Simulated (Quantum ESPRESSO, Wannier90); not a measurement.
Wannier functions of CaIn (CsCl type)

Materials Project entry mp-20263; symmetrised, unrelaxed at this level. Not found in the COD (Crystallography Open Database) copy used; not checked further. Computed values, not measurements, from PBEsol: Quantum ESPRESSO (norm-conserving PseudoDojo potentials, cutoff 56 Ry, no spin polarisation, no spin-orbit coupling) on a Γ-centred 8×8×8 mesh, then Wannier90. Density: 12×12×12 mesh, cold smearing 0.01 Ry. Spin-orbit coupling is left out although heavy elements are present.

On the energy scale of pw.x, whose zero is arbitrary, the Fermi level lies at 8.66 eV.

Isolated groups of bands, relative to the Fermi level (bands from 10 on overlap up to the last one computed):

```
bands  from (eV)  to (eV)  filling  weight on atomic waves
-----  ---------  -------  -------  ----------------------
1         -41.14   -41.12   filled              Ca 3s 96 %
2–4       -22.31   -22.18   filled              Ca 3p 99 %
5–9       -14.36   -14.19   filled             In 4d 100 %
```

Input w.win:

```
num_bands = 31
num_wann = 13
num_iter = 800
conv_tol = 1.0e-6
conv_window = 4
dis_num_iter = 1000
dis_conv_tol = 1.0e-6
dis_froz_max = 10.16
write_hr = true
write_u_matrices = true
begin projections
Ca: s;p;d
In: s;p
end projections
begin unit_cell_cart
ang
    3.8433700000    0.0000000000    0.0000000000
    0.0000000000    3.8433700000    0.0000000000
    0.0000000000    0.0000000000    3.8433700000
end unit_cell_cart
begin atoms_frac
Ca   0.0000000000  0.0000000000  0.0000000000
In   0.5000000000  0.5000000000  0.5000000000
end atoms_frac
mp_grid = 8 8 8
begin kpoints
0.0000000000 0.0000000000 0.0000000000
0.0000000000 0.0000000000 0.1250000000
0.0000000000 0.0000000000 0.2500000000
... (509 more lines: the 8x8x8 mesh through Gamma)
end kpoints
```

The run ends without an error message, but its bands miss those of pw.x by 577 meV rms and 5.05 eV at worst (states up to 1.0 eV relative to the Fermi level).

Q: What is the mistake?

A: Exclude_bands left out, so deeper bands stay in. With that mended (13 functions from bands 10-31 of the 31 computed, start hydrogen-like Ca: s;p;d; In: s;p, frozen window up to 1.50 eV relative to the Fermi level, outer window open) the misfit is 3.3 meV rms.
